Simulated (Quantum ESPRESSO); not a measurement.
# Kohn-Sham bands of HgTe (P3₁21)

```
HgTe
1.0
    4.65544     0.00000     0.00000
   -2.32772     4.03173     0.00000
    0.00000     0.00000    10.42319
Hg Te
3 3
Direct
  0.31614   0.31614   0.00000
  0.68386   0.00000   0.33333
  0.00000   0.68386   0.66667
  0.48557   0.48557   0.50000
  0.51443   0.00000   0.83333
  0.00000   0.51443   0.16667
```

Materials Project entry mp-358; symmetrised, unrelaxed at this level. Not found in the COD (Crystallography Open Database) copy used, which has the formula in other groups; not checked further. Computed values, not measurements, from PBEsol: Quantum ESPRESSO (norm-conserving PseudoDojo potentials, cutoff 66 Ry, no spin polarisation, no spin-orbit coupling) on a Γ-centred 4×4×4 mesh, then Wannier90. Density: 12×12×4 mesh, Gaussian smearing 0.01 Ry. The cell is built of weakly bound layers, chains or molecules. Database cells relaxed without dispersion often hold them too far apart, which can enlarge gaps and weakens couplings between them; spacing and stacking were not compared with the measured crystal. Spin-orbit coupling is left out although heavy elements are present.

The lattice is scaled uniformly by ε, fractional positions fixed (axis ratios and free coordinates are held, so this isn't the response to pressure); Kohn-Sham values from pw.x, the row at -1.0 % withheld:

| ε (%) | gap (eV) | width of the top valence group (eV) | direct gap at Γ (eV) | direct gap at K (eV) |
|---|---|---|---|---|
| -2.0 | 0.628 | 5.448 | 0.885 | 1.893 |
| -1.0 | ? | ? | ? | ? |
| 0.0 | 0.597 | 5.153 | 0.774 | 1.808 |
| 1.0 | 0.553 | 5.012 | 0.725 | 1.764 |
| 2.0 | 0.512 | 4.876 | 0.680 | 1.720 |

Q: Fit y = y₀ + bε + cε² to the rows at -2.0, 0 and 2.0 %, check it on the fourth row, and predict the withheld one.

A: 
- gap (eV): b = (0.512 − 0.628)/4 = -0.0290, c = (0.512 + 0.628 − 2×0.597)/8 = -0.00675. Check at 1.0 %: 0.561 for 0.553. Prediction 0.619; the run gives 0.645.
- width of the top valence group (eV): b = (4.876 − 5.448)/4 = -0.1430, c = (4.876 + 5.448 − 2×5.153)/8 = 0.00225. Check at 1.0 %: 5.012 for 5.012. Prediction 5.298; the run gives 5.299.
- direct gap at Γ (eV): b = (0.680 − 0.885)/4 = -0.0512, c = (0.680 + 0.885 − 2×0.774)/8 = 0.00212. Check at 1.0 %: 0.725 for 0.725. Prediction 0.827; the run gives 0.828.
- direct gap at K (eV): b = (1.720 − 1.893)/4 = -0.0433, c = (1.720 + 1.893 − 2×1.808)/8 = -0.00038. Check at 1.0 %: 1.764 for 1.764. Prediction 1.851; the run gives 1.851.
